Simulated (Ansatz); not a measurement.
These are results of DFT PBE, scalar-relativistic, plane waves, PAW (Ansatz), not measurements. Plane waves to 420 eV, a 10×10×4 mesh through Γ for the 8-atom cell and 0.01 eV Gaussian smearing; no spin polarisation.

The zero of energy is the elements' standard structures at the same level; no fitted shifts are applied.

**Question.** Give a relaxed trial structure of a tetragonal narrow-gap semiconductor with formula MgCd3S4, with a gap near 0.3 eV, a formation energy near −0.74 eV/atom and a density near 5.05 g/cm³, in a cell of 8 atoms.

**Answer.** MgCd3S4, space group P4/mmm (No. 123). Mg is surrounded by 6 S at 2.66–2.72 Å; Cd on a site of symmetry 4mm is surrounded by 6 S at 2.69–2.75 Å; Cd on a site of symmetry 4/mmm has 6 S at 2.72–2.79 Å; S on a site of symmetry 4mm has 1 Mg at 2.66 Å and 5 Cd at 2.72–2.79 Å; 2 more sites not described.

Space group P4/mmm (No. 123). a = 3.844 Å, b = 3.844 Å, c = 10.894 Å, α = 90.00°, β = 90.00°, γ = 90.00°
```json
{"atom": "Mg", "site": "1a", "symmetry": "4/mmm", "x": "0.0000", "y": "0.0000", "z": "0.0000"}
{"atom": "Cd", "site": "2h", "symmetry": "4mm", "x": "0.5000", "y": "0.5000", "z": "0.2474"}
{"atom": "Cd", "site": "1b", "symmetry": "4/mmm", "x": "0.0000", "y": "0.0000", "z": "0.5000"}
{"atom": "S", "site": "2g", "symmetry": "4mm", "x": "0.0000", "y": "0.0000", "z": "0.2438"}
{"atom": "S", "site": "1d", "symmetry": "4/mmm", "x": "0.5000", "y": "0.5000", "z": "0.5000"}
{"atom": "S", "site": "1c", "symmetry": "4/mmm", "x": "0.5000", "y": "0.5000", "z": "0.0000"}
```

* Volume per atom: 20.12 Å³
* Density: 5.05 g/cm³
* Energy over the elements: −0.738 eV/atom
* Gap on the 10×10×4 mesh of the 8-atom cell: 0.25 eV

The structure comes from a generated guess, relaxed at this level; another structure or a mixture of phases may lie lower. The answer needn't be unique; the calculation gave this one.

Kohn–Sham gaps at this level usually fall short of measured ones. The reference form of S is held partly by dispersion forces, which this level lacks. Small gaps are read on the mesh alone, and bands can cross between its points. A later test with randomly moved atoms came back to the same energy, though modes that don't fit the test's cell weren't probed.
